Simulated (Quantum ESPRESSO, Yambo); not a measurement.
BaHI (space group P4/nmm, No. 129). The geometry is that of Materials Project entry mp-23862, symmetrised and not relaxed again. Chain: LDA (pw.x of Quantum ESPRESSO, ONCV potentials, without SOC); G0W0 in Yambo (2×2×2 Γ-centred k mesh, 243 bands and a 7 Ry block in the screening, 243 bands in G with the Bruneval-Gonze terminator, plasmon pole fitted at 27.2 eV); BSE (4×4×4 mesh, 8 valence and 17 conduction bands, static screening with 84 bands and a 3 Ry block, scissor 1.56 eV, Tamm-Dancoff).

- LDA gap (dense path): 2.60 eV
- LDA gap Z → Z on the GW mesh: 2.60 eV
- LDA smallest direct gap on the GW mesh, at Z: 2.60 eV
- G0W0 direct gap at that point: 4.17 eV
- G0W0 correction to the gap Z → Z: 1.56 eV
- lowest exciton: no binding energy given (see below)

Rough cost of the Yambo steps against G0W0 for 4 states: BSE about 3×.

Nearest settings tried, and what they do to the gap: 186 bands in W, 186 bands in G: -13 meV; 6 Ry block (311 vectors against 385): -26 meV; 4×4×2 mesh: +54 meV. So the settings aren't converged at that level. The k mesh is coarse. The BSE states are vertical excitations (zero momentum). The lowest state covers only about 1 of the 64 k points, so the mesh doesn't resolve it: its energy and its distance from the direct gap are mesh artefacts. An extended exciton needs a far denser mesh. Axes are Cartesian, with cell vectors (Å) (4.78, 0.00, 0.00), (0.00, 4.78, 0.00), (0.00, 0.00, 7.80).

Without spin-orbit coupling, band edges of such heavy elements can be off by tenths of an eV.
